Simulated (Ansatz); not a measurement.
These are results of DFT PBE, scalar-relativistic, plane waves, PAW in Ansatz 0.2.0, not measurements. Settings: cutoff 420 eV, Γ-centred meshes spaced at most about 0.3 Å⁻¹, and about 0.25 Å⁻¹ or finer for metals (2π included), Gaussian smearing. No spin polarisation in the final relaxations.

Each of these unrelaxed guesses is relaxed in cell and atoms within its symmetry. A guess keeps its type if space group and coordination stay and the shape of the cell changes little (axis ratios within about 15 %, angles within 6°); the volume may change.

1. HfSc2O3

Space group P-3m1 (No. 164). a = 3.177 Å, b = 3.177 Å, c = 7.755 Å, α = 90.00°, β = 90.00°, γ = 120.00°
```tsv
atom	site	symmetry	x	y	z
Hf	1a	-3m.	0.0000	0.0000	0.0000
Sc	2d	3m.	0.3333	0.6667	0.6658
O	2d	3m.	0.3333	0.6667	0.1726
O	1b	-3m.	0.0000	0.0000	0.5000
```

2. Ga3BAs2

Space group P6mm (No. 183). a = 5.537 Å, b = 5.537 Å, c = 3.889 Å, α = 90.00°, β = 90.00°, γ = 120.00°
```json
{"atom": "Ga", "site": "3c", "symmetry": "2mm", "x": "0.5000", "y": "0.5000", "z": "0.4595"}
{"atom": "B", "site": "1a", "symmetry": "6mm", "x": "0.0000", "y": "0.0000", "z": "0.8888"}
{"atom": "As", "site": "2b", "symmetry": "3m.", "x": "0.6667", "y": "0.3333", "z": "0.9631"}
```

3. MgCd3Te2

Space group R-3m:H (No. 166). a = 6.284 Å, b = 6.284 Å, c = 12.924 Å, α = 90.00°, β = 90.00°, γ = 120.00°
```
atom  site  symmetry       x       y       z
  Mg    3a       -3m  0.0000  0.0000  0.0000
  Cd    9d      .2/m  0.8333  0.1667  0.1667
  Te    6c        3m  0.3333  0.6667  0.3005
```

4. Ca2SiN2

Space group P4/mmm (No. 123). a = 4.126 Å, b = 4.126 Å, c = 4.700 Å, α = 90.00°, β = 90.00°, γ = 90.00°
```
atom  site  symmetry       x       y       z
  Ca    2f      mmm. 0.0000  0.5000  0.0000
  Si    1d     4/mmm  0.5000  0.5000  0.5000
   N    2h       4mm  0.5000  0.5000  0.8819
```

**Question.** Which keep their type?

**Answer.** Guesses 1 and 4 keep their type.

| guess | kept | start group | end group | V start (Å³/atom) | V end | b/a and c/a, end over start | nearest neighbours start | nearest neighbours end |
| --- | --- | --- | --- | --- | --- | --- | --- | --- |
| 1 | yes | P-3m1 | P-3m1 | 11.3 | 11.5 | 1.00, 1.09 | Hf 6, O 6, Sc 6 | Hf 6, O 6, Sc 6 |
| 2 | no | P6mm | P6/mmm | 17.2 | 20.0 | - | As 6, B 18, Ga 8 | As 9, B 6, Ga 6 |
| 3 | no | R-3m | R-3m | 24.6 | 28.3 | 1.00, 1.78 | Cd 8, Mg 6, Te 10 | Cd 4, Mg 12, Te 9 |
| 4 | yes | P4/mmm | P4/mmm | 16.0 | 23.4 | 1.00, 0.94 | Ca 4, N 1, Si 2 | Ca 4, N 1, Si 2 |

Neighbours count within 15 % of an atom's shortest distance; end groups are read at 0.02 Å (0.05 Å in metals).

These runs have no spin–orbit coupling, which can matter for Hf and Te. Cells relaxed within their symmetry can be saddle points.
